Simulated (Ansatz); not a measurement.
V (bcc type), DFT, PBE, all-electron PAW with datasets made for the crystal, scalar-relativistic (Ansatz 0.2.0), on 1 thread of Arm Neoverse V1 (shared host).

Command: `ansatz run input.yaml --threads 1 --pin off --max-ram 2048MiB --backend cpu --events-out ev --progress --plain --runs-dir out`

```yaml
crystal:
  lattice:
    - [-1.4737699215, 1.4737699215, 1.4737699215]
    - [1.4737699215, -1.4737699215, 1.4737699215]
    - [1.4737699215, 1.4737699215, -1.4737699215]
  atoms:
    - { symbol: V, position: [0.0, 0.0, 0.0] }
kpoints:
  mp_grid: { grid: [18, 18, 18] }
scf:
  occupations: { method: fermi_dirac, width: 0.1 }
hamiltonian:
  xc: pbe
  pseudopotentials: { kind: all_electron, datasets: crystal }
output:
  forces: true
  stress: true
  eigenvalues: true
```

Question: How large is the problem that the program sets up?

Answer: 195 irreducible k-points, 177 plane waves at Γ, 7 bands.

Question: About how long does it take?

Answer: 6.3 s of wall time for 7 SCF iterations. Times on shared machines scatter by tens of per cent.
